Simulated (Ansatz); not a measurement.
## Does relaxation matter for the field gradients of CaIn2As2?

Start: a structure deposited in the COD, taken as it stands.

Space group P6_3/mmc (No. 194); a = 4.1482, c = 17.7260 Å, γ = 120.00°.

```csv
site,Wyckoff,site symmetry,x,y,z
Ca,2a,-3m.,0.0000,0.0000,0.0000
In,4f,3m.,0.3333,0.6667,0.1720
As,4f,3m.,0.3333,0.6667,0.6036
```

One atom of each set is listed.

Method: Kohn–Sham DFT in Ansatz, PBE, plane waves and PAW, scalar-relativistic, 420 eV cutoff, Γ-centred 9×9×2 k-points, Fermi–Dirac smearing 0.05 eV.

The largest force at the start is 0.23 eV/Å. Relaxing the ions at fixed cell moves them by 0.040 Å at most (atom 9, As) and 0.027 Å rms. End positions:

Ca (0.0000, 0.0000, 0.0000)
In (0.3333, 0.6667, 0.1713)
As (0.3333, 0.6667, 0.6013)

| site | moved (Å) | first shell before | first shell after | V_zz before (10²¹ V/m²) | η before |
| --- | --- | --- | --- | --- | --- |
| Ca | 0.000 | 6 As at 3.02 Å | 6 As at 2.99 Å | 0.40 | 0.00 |
| In | 0.011 | 3 As at 2.68 Å; also 1 In at 2.77 Å | 3 As at 2.70 Å; also 1 In at 2.79 Å | -9.35 | 0.00 |
| As | 0.040 | 3 In at 2.68 Å, 3 Ca at 3.02 Å | 3 In at 2.70 Å, 3 Ca at 2.99 Å | -4.86 | 0.00 |

(1) How do the gradients change?

Answers

(1) 

```json
{"site": "Ca", "V_zz after": "0.47", "η after": "0.00", "change of V_zz": "+0.07"}
{"site": "In", "V_zz after": "-9.18", "η after": "0.00", "change of V_zz": "+0.17"}
{"site": "As", "V_zz after": "-4.42", "η after": "0.00", "change of V_zz": "+0.44"}
```

The largest change of V_zz is on As, from -4.86 to -4.42. In per cent, |V_zz| changes by -2 on In, -9 on As (all sites that start above 2).

The run finds no gap above 0.1 eV (a metal, or nearly one), so the gradients can move by 10 % or more with the k-mesh. Without spin–orbit coupling (the program notes it for In) the gradients can shift somewhat, as the gap is small.
